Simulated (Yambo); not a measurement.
# Convergence of the G0W0 gap of PbI$_{2}$

G0W0@PBEsol for PbI2 (CdI2 type, space group P-3m1, No. 164) in Yambo. Reference settings: 3×3×2 Γ-centred k mesh, 366 bands and a 7 Ry block in the screening, 366 bands in G with the Bruneval-Gonze terminator, plasmon pole fitted at 27.2 eV. The PBEsol gap A → A on this mesh is 1.46 eV; G0W0 gaps are taken between the same points.

```
change from the reference       G0W0 gap A → A (eV)  shift of the valence edge (eV)        rough Yambo cost
------------------------------  -------------------  ------------------------------  ----------------------
reference settings                             2.24                           -0.71                       1
128 bands in W, 128 bands in G                 2.17                           -0.42               about 1/3
230 bands in W, 230 bands in G                 2.22                           -0.61  within a factor of two
128 bands in G                                 2.24                           -0.64                       –
230 bands in G                                 2.24                           -0.70                       –
2 Ry block                                     1.91                           -0.29  within a factor of two
3 Ry block                                     2.08                           -0.50  within a factor of two
6 Ry block                                     2.22                           -0.68  within a factor of two
pole fitted at 55 eV                           2.30                           -0.81                       –
no random integration                          2.22                           -0.53                       –
128 bands in G, no terminator                  2.19                           -0.25                       –
230 bands in G, no terminator                  2.22                           -0.51                       –
no terminator                                  2.22                           -0.62                       –
```

The reference isn't shown to be the converged limit. Costs are rough (shared machines), scaled to the same edge states, and given only for runs that recompute the screening.

The standard potential for Pb keeps a d shell in the valence without the s and p states of that shell. In tests on such compounds this moved G0W0 gaps by up to about 0.9 eV, so absolute quasiparticle energies here are unreliable; differences between settings are what counts.

Spin-orbit coupling is included.

Geometry of the Materials Project entry, not relaxed at this level; primitive cell a = 4.6127 Å, b = 4.6127 Å, c = 7.2570 Å, α = 90.00°, β = 90.00°, γ = 120.00°.

A shift is the quasiparticle energy of the state minus its PBEsol energy.
